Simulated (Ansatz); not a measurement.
Pt (fcc, Cu type)

```xyz
4
Lattice="3.9701 0.0000 0.0000 0.0000 3.9701 0.0000 0.0000 0.0000 3.9701" Properties=species:S:1:pos:R:3 pbc="T T T"
Pt     0.0000     0.0000     0.0000
Pt     1.9850     1.9850     0.0000
Pt     1.9850     0.0000     1.9850
Pt     0.0000     1.9850     1.9850
```

In each cell atom 3 (Pt, nearest neighbour Pt at 2.807 Å; its periodic images, 4.0 Å or more away, move with it) moves by s·(0.000, 0.000, 1.000) (along Cartesian z), the rest being held.

The numbers are results of PBE (plane waves to 420 eV, PAW, scalar-relativistic; Ansatz, a first-principles code), not measurements. k mesh 10×10×10 (Γ-centred), Fermi-Dirac smearing 0.05 eV. Energies are smeared free energies. With partly filled bands, energies and forces of such displacements shift with the k mesh and the smearing. Pt is run without spin polarisation. Pt was relaxed with its symmetry unable to fall. Spin-orbit coupling is left out, though Pt is heavy. The PAW data are Ansatz's earlier set. The zero of ΔE is the undisplaced structure.

Successive frames, forces in eV/Å:

```
frame         ΔE (eV/cell)                F on Pt1                F on Pt2               F on Pt3               F on Pt4
------------  ------------  ----------------------  ----------------------  ---------------------  ---------------------
s = -0.224 Å         0.284  (0.000, 0.000, -1.346)  (0.000, 0.000, -1.346)  (0.000, 0.000, 2.565)  (0.000, 0.000, 0.127)
s = -0.168 Å         0.159  (0.000, 0.000, -0.999)  (0.000, 0.000, -0.999)  (0.000, 0.000, 1.903)  (0.000, 0.000, 0.095)
s = -0.112 Å         0.071  (0.000, 0.000, -0.661)  (0.000, 0.000, -0.661)  (0.000, 0.000, 1.262)  (0.000, 0.000, 0.060)
```

Question: What are the energy and the forces in the next frame, s = -0.056 Å?

Answer: ΔE (eV/cell) = 0.018.

| atom | Fx | Fy | Fz |
|---|---|---|---|
| Pt1 | 0.000 | 0.000 | -0.329 |
| Pt2 | 0.000 | 0.000 | -0.329 |
| Pt3 | 0.000 | 0.000 | 0.630 |
| Pt4 | 0.000 | 0.000 | 0.027 |

(A displaced cell: forces are minus the slopes of the energy, force constants its curvatures, and phonons follow from these.)
